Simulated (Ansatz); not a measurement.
# K6MgSb2S8 — ³³S NMR of the central transition

Cell: a computed structure from the Materials Project (it need not be an observed phase), atoms as given.

```yaml
crystal:
  lattice:
    - [8.07197, 0.00000, 0.00000]
    - [0.27218, 8.29070, 0.00000]
    - [2.74360, 0.25849, 8.03094]
  atoms:
    - { symbol: K, position: [0.63253, 0.97005, 0.74877] }
    - { symbol: K, position: [0.43806, 0.47758, 0.29413] }
    - { symbol: K, position: [0.96283, 0.62778, 0.24540] }
    - { symbol: K, position: [0.18416, 0.97607, 0.70524] }
    - { symbol: K, position: [0.25615, 0.43543, 0.78732] }
    - { symbol: K, position: [0.67076, 0.00315, 0.15697] }
    - { symbol: Mg, position: [0.83120, 0.20595, 0.41369] }
    - { symbol: Sb, position: [0.74262, 0.51661, 0.74833] }
    - { symbol: Sb, position: [0.21802, 0.06624, 0.19869] }
    - { symbol: S, position: [0.52257, 0.18081, 0.48797] }
    - { symbol: S, position: [0.59121, 0.65032, 0.58127] }
    - { symbol: S, position: [0.00264, 0.23280, 0.10573] }
    - { symbol: S, position: [0.86277, 0.69654, 0.89223] }
    - { symbol: S, position: [0.99121, 0.94514, 0.43689] }
    - { symbol: S, position: [0.98980, 0.38202, 0.55604] }
    - { symbol: S, position: [0.29724, 0.83228, 0.02743] }
    - { symbol: S, position: [0.56456, 0.32684, 0.93890] }
```

Atom numbers follow the list; atoms alike are taken as one site, whose name carries the number of the first.

Computed with Ansatz: DFT, PBEsol, plane waves and PAW, scalar-relativistic, 420 eV cutoff, Γ-centred 5×4×4 k-points, Fermi–Dirac smearing 0.05 eV.

³³S has I = 3/2 and Q = -69.40 mb (Pyykkö 2018); at 23.5 T its Larmor frequency is ν₀ = 76.9 MHz. Only the quadrupole interaction is simulated: positions count from each site's isotropic chemical shift, and shift anisotropy, dipolar and J coupling are left out.

Question: Give C_Q, η, the quadrupolar product P_Q = |C_Q|(1 + η²/3)^½, the second-order isotropic shift and the breadth of the pattern (static powder) for each S site.

Answer: 

```csv
site,first shell,C_Q (MHz),η,P_Q (MHz),δ_QIS (ppm),breadth (kHz)
S10,1 Mg at 2.38 Å; also 4 K at 3.08–3.25 Å,-6.97,0.08,6.97,-206,88.0
S11,1 Sb at 2.37 Å; also 2 K at 3.14–3.25 Å,-35.8,0.08,35.9,-5438,2319
S12,"1 Sb at 2.49 Å, 1 Mg at 2.54 Å, angle 81°; also 2 K at 3.24–3.26 Å",-20.7,0.41,21.3,-1918,996
S13,1 Sb at 2.38 Å; also 1 K at 3.32 Å,-34.7,0.06,34.8,-5109,2146
S14,"1 Sb at 2.45 Å, 1 Mg at 2.52 Å, angle 82°; also 3 K at 3.17–3.24 Å",-22.8,0.28,23.1,-2264,1104
S15,"1 Sb at 2.41 Å, 1 Mg at 2.55 Å, angle 100°; also 1 K at 3.33 Å",-29.8,0.28,30.2,-3859,1880
S16,1 Sb at 2.42 Å; also 3 K at 3.17–3.32 Å,-23.4,0.21,23.6,-2348,1102
S17,1 Sb at 2.37 Å; also 2 K at 3.15–3.24 Å,-36.6,0.10,36.7,-5695,2481
```

δ_QIS = −(ν_Q²/30ν₀²)[I(I+1) − 3/4](1 + η²/3) × 10⁶ ppm with ν_Q = 3|C_Q|/[2I(2I−1)]; it falls as 1/B₀² in ppm, and the breadth as 1/B₀ in kHz.

At S11, S13, S16 and S17 V_zz points along its bond to Sb (within 5°) in each case. At S10 V_zz points along its bond to Mg (within 8°). At S15 V_zz points along the shorter of its two bonds, to Sb (within 3°).

With ν_Q/ν₀ up to 0.24, terms beyond second order are no longer negligible.

Without spin–orbit coupling (the program notes it for Sb) the gradients are little affected as a rule: paired runs on crystals with a gap mostly move them by under 2 % at such atoms.
